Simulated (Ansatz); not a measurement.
Find the missing element

Cell vectors (Å):

```
3.4676 0.0000 0.0000
0.0000 3.4676 0.0000
0.0000 0.0000 3.4676
```

| atom | a | b | c |
| --- | --- | --- | --- |
| Sc | 0.5000 | 0.5000 | 0.5000 |
| X | 0.0000 | 0.0000 | 0.0000 |

Computed with PBEsol, PAW on Ansatz 0.2.0's default frozen-core files (fitted under PBE), scalar-relativistic. k mesh 12×12×12, strains of ±0.008, Fermi-Dirac smearing of 0.100 eV.

Elastic constants of a crystal by Kohn-Sham DFT: slopes of the stress over finite engineering strains of the given cell, Voigt indices, Cartesian axes as in the cell vectors.

```
index  elastic (GPa)
   11          110.5
   12           75.7
   44           54.3
```

All X atoms are one element. Which one was computed?

Hg; the crystal is ScHg (Pm-3m).

Keep in mind: frozen-core PAW files fitted under PBE, their cores solved anew for the functional of the run; responses of metals move with mesh and smearing; no spin-orbit coupling on heavy atoms.
